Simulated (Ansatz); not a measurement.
The guess for HfF5 was made by a generator: random cell by space group and Wyckoff sites (Cmmm, No. 65). The dimensions are guesses.

```yaml
crystal:
  lattice:
    - [2.65017, -2.80902, 0.00000]
    - [2.65017, 2.80902, 0.00000]
    - [0.00000, 0.00000, 6.02268]
  atoms:
    - { symbol: Hf, position: [0.50000, 0.50000, 0.50000] }
    - { symbol: F, position: [0.87549, 0.87549, 0.21298] }
    - { symbol: F, position: [0.12451, 0.12451, 0.21298] }
    - { symbol: F, position: [0.12451, 0.12451, 0.78702] }
    - { symbol: F, position: [0.87549, 0.87549, 0.78702] }
    - { symbol: F, position: [0.00000, 0.00000, 0.50000] }
```

All numbers below come from DFT PBE, scalar-relativistic, plane waves, PAW in Ansatz 0.2.0. Cutoff 420 eV, Gaussian smearing, Γ-centred meshes. Cell and atoms relax first on a coarse mesh and then on a finer one. In between, the cell is made exact in the group found at 0.06 Å. In metals the finer mesh still leaves noise of several meV/atom or more. The steps can't lower the symmetry of their start. No spin polarisation.

A guess keeps its type if space group and coordination stay and the shape of the cell changes little (axis ratios within about 15 %, angles within 6°); the volume may change.

**Question.** Does this structure survive the relaxation?

**Answer.** It doesn't keep its type. The symmetry stays Cmmm (No. 65). The volume per atom grows by 31.6 %, from 14.9 to 19.7 Å³. The shortest distance goes from 1.32 Å (F–F) to 1.99 Å (Hf–F). Counting neighbours within 15 % of an atom's shortest distance, the start has F 1/4, Hf 8 and the end F 1/2, Hf 6. In detail, at the end Hf is surrounded by 6 F at 1.99–2.09 Å; around F on a site of symmetry m lies 1 Hf at 1.99 Å; around F on a site of symmetry mmm lie 2 Hf at 2.09 Å.

```
Hf F
1.0
     2.08649   -5.53108    0.00000
     2.08649    5.53108    0.00000
     0.00000    0.00000    5.11442
Hf F
1 5
Direct
  0.50000 0.50000 0.50000
  0.36810 0.63190 0.76429
  0.63190 0.36810 0.76429
  0.63190 0.36810 0.23571
  0.36810 0.63190 0.23571
  0.00000 0.00000 0.50000
```

Energies over the elements count from the elements' standard structures at the same level (F₂ as a molecule), with no fitted energy shifts.

**Question.** At what energy does it end?

**Answer.** −2.86 eV/atom. Whether it is stable depends on the other phases of the system, which aren't compared here.

The last run used a 10×10×8 mesh (in the run's order of axes) for its 6-atom cell and Gaussian smearing of 0.10 eV. Weakly bound directions are ill-defined at this level, which has no dispersion term. These runs have no spin–orbit coupling, which can matter for Hf. An odd number of electrons in the primitive cell allows no gap without spin; a larger cell or a magnetic state could open one. The cell is a metal run without spin; a magnetic state may lie lower. A structure relaxed within its symmetry needn't be a true minimum.

In counts of neighbours, a slash parts the counts of unlike sites.
